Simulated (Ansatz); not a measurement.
Ge₂Sb₂Te₅ (Ge2Sb2Te5-Kooi type, space group P-3m1)

```xyz
9
Lattice="4.2936 0.0000 0.0000 -2.1468 3.7184 0.0000 0.0000 0.0000 17.6359" Properties=species:S:1:pos:R:3 pbc="T T T"
Te     0.0000     0.0000     0.0000
Ge     2.1468     1.2395     1.7325
Ge     0.0000     2.4789    15.9034
Te     0.0000     2.4789     3.4230
Te     2.1468     1.2395    14.2129
Sb     0.0000     0.0000     5.4572
Sb     0.0000     0.0000    12.1787
Te     2.1468     1.2395     7.1674
Te     0.0000     2.4789    10.4685
```

This relaxed cell (volume V₀) is scaled evenly in all directions, its shape held. The atoms relax within the cell's symmetry.

Level of theory: PBE (plane waves to 420 eV, PAW, scalar-relativistic; Ansatz, a quantum-chemistry and plane-wave program). k mesh 9×9×2 (Γ-centred), Fermi-Dirac smearing 0.05 eV. E stands for the smeared free energy. Stress and pressure are positive under compression. Ge2Sb2Te5 was relaxed with its symmetry unable to fall. Spin-orbit coupling is left out, though Sb and Te are heavy. The PAW data are Ansatz's earlier set. ΔE is measured from the relaxed starting cell.

```csv
V (Å³/cell),ΔE (meV/atom),P (GPa)
236.51,?,8.6
244.02,?,6.4
251.53,?,4.5
259.04,21,3.0
266.55,8,1.7
274.05,2,0.8
281.56,0,0.0
289.07,2,-0.6
296.58,6,-1.0
304.09,12,-1.4
311.60,20,-1.7
319.11,29,-1.9
326.61,?,-2.1
```

### Question
Complete the blanks.

### Answer

- 236.51, ΔE (meV/atom): 107
- 244.02, ΔE (meV/atom): 68
- 251.53, ΔE (meV/atom): 40
- 326.61, ΔE (meV/atom): 40

(A scan under strain: stresses follow from slopes of the energy per volume, elastic moduli from its curvatures.)
